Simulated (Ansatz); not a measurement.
Values for one crystal, relaxed and computed with r²SCAN in the plane-wave PAW code Ansatz; other levels are named.

| Item | Result |
|---|---|
| Volume per atom | 20.40 Å³ |
| Band gap | 1.01 eV (indirect) |
| Hole effective mass | 0.50, 0.70, 13 mₑ (principal values) |
| Conduction-band minimum | at Γ |
| Smallest direct gap on the standard path | 2.57 eV |
| Gap with spin–orbit coupling | 0.99 eV |
| Electron effective mass | 0.24, 0.24, 0.36 mₑ (principal values) |

Which of these materials gives this?
A. LiCl, rock salt
B. MnCl2, R-3m (Mn on 3a, Cl on 6c)
C. Cs2InAgBr6, Fm-3m (Cs on 8c, In on 4a, Ag on 4b, Br on 24e)
D. AgCl, Cmcm (Ag on 4c, Cl on 4c)

D, AgCl, Cmcm (Ag on 4c, Cl on 4c)

The workflow started from a Materials Project entry (that database holds measured and hypothetical structures alike); the Crystallography Open Database copy checked does not list it. It is not the phase usual at ambient conditions (space group No. 225). Symmetry was held in the r²SCAN relaxation; whether a distortion lowers the energy is not shown. No spin polarisation was allowed. Spin–orbit coupling is left out wherever it is not named.

Potentials: the later of the program's two PAW sets.
